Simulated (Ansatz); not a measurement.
ScMo₃C:
```xyz
5
Lattice="4.2266 0.0000 0.0000 0.0000 4.2266 0.0000 0.0000 0.0000 4.2266" Properties=species:S:1:pos:R:3 pbc="T T T"
Sc     0.0000     0.0000     0.0000
Mo     0.0000     2.1133     2.1133
Mo     2.1133     0.0000     2.1133
Mo     2.1133     2.1133     0.0000
C      2.1133     2.1133     2.1133
```

Relaxed with PBE. Special points in fractions of this cell's reciprocal vectors: Γ (0.000, 0.000, 0.000); X (0.000, 0.500, 0.000); M (0.500, 0.500, 0.000); R (0.500, 0.500, 0.500).

Problem. List the band energies nearest the Fermi level at these points for PBE (plane waves, PAW; program Ansatz).

Solution. In eV from the Fermi level; about four levels below and three above (degenerate sets whole), none deeper than 8.9 eV; points with the same levels are listed once.

```tsv
k	below	above
Γ	-1.73 -1.73 -1.73 -0.25 -0.25 -0.25	1.17 1.17 2.95
X	-1.94 -1.94 -1.37 -0.20	0.69 0.69 0.82
M	-1.39 -1.39 -1.08 -0.92 -0.92	0.03 0.29 1.06
R	-1.86 -1.86 -1.86 -0.98 -0.98 -0.98	0.33 0.33 0.88 0.88 0.88
```

Space group Pm-3m (anti-perovskite). The start of the workflow was typed in or built on a structure type; neither database checked (COD, Materials Project) lists it. Whether it is the stable phase at ambient conditions was not checked. The PBE relaxation kept the symmetry of its start; whether a distortion lowers the energy is not shown. The run is not spin-polarised. Scalar-relativistic: spin–orbit coupling is off unless named, which matters more the heavier the elements.

Potentials: the later of the program's two PAW sets.
